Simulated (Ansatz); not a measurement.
CuI (zincblende type), DFT, r2SCAN, PAW with Ansatz's default frozen-core files, scalar-relativistic (Ansatz 0.2.0), on 1 thread of Arm Neoverse V1 (shared host).

Command: `ansatz run input.yaml --threads 1 --pin off --max-ram 2048MiB --backend cpu --events-out ev --progress --plain --runs-dir out`

```yaml
crystal:
  lattice:
    - [0.0, 2.3078005314, 2.3078005314]
    - [2.3078005314, 0.0, 2.3078005314]
    - [2.3078005314, 2.3078005314, 0.0]
  atoms:
    - { symbol: Cu, position: [0.0, 0.0, 0.0] }
    - { symbol: I, position: [0.25, 0.25, 0.25] }
kpoints:
  mp_grid: { grid: [12, 12, 12] }
scf:
  occupations: { method: fermi_dirac, width: 0.1 }
hamiltonian:
  xc: r2scan
  pseudopotentials: { kind: paw }
output:
  forces: true
  stress: true
  eigenvalues: true
  write_density: true
  write_potential: true
  elf: true
  volumetric_format: npy
basis:
  ecutwfc: 250
```

Q: How large is the problem that the program sets up?

A: 72 irreducible k-points, 229 plane waves at Γ, 22 bands.

Q: About how long does it take?

A: 5.8 s of wall time for 7 SCF iterations. Times on shared machines scatter by tens of per cent.
